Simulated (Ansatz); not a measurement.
SrPb3:
```xyz
4
Lattice="4.9425 0.0000 0.0000 0.0000 4.9425 0.0000 0.0000 0.0000 4.9425" Properties=species:S:1:pos:R:3 pbc="T T T"
Sr     0.0000     0.0000     0.0000
Pb     2.4712     2.4712     0.0000
Pb     0.0000     2.4712     2.4712
Pb     2.4712     0.0000     2.4712
```

Relaxed with PBEsol. Special points in fractions of this cell's reciprocal vectors: Γ (0.000, 0.000, 0.000); X (0.000, 0.500, 0.000); M (0.500, 0.500, 0.000); R (0.500, 0.500, 0.500).

### Question
List the band energies nearest the Fermi level at these points for the program Ansatz at the PBEsol level (PAW).

### Answer
In eV from the Fermi level; about four levels below and three above (degenerate sets whole), none deeper than 8.9 eV; points with the same levels are listed once.

| k | below | above |
|---|---|---|
| Γ | -6.80 -6.80 -2.40 -2.40 -2.40 | 1.94 1.94 1.94 |
| X | -1.91 -1.91 -0.92 -0.42 | 0.26 0.26 0.99 |
| M | -3.77 -1.06 -0.57 -0.57 | 0.45 0.45 0.45 |
| R | -4.22 -2.83 -2.83 -2.83 | 2.00 4.36 4.36 |

Space group Pm-3m (Cu3Au type). The workflow started from an entry of the Crystallography Open Database (COD); the relaxed space group is not among those it files for this formula. COD files the formula under space group No. 123. Whether it is the stable phase at ambient conditions was not checked. Symmetry was held in the PBEsol relaxation; its stability against distortions is not shown here. Scalar-relativistic: spin–orbit coupling is off unless named, which matters more the heavier the elements.

Potentials: the later of the program's two PAW sets.
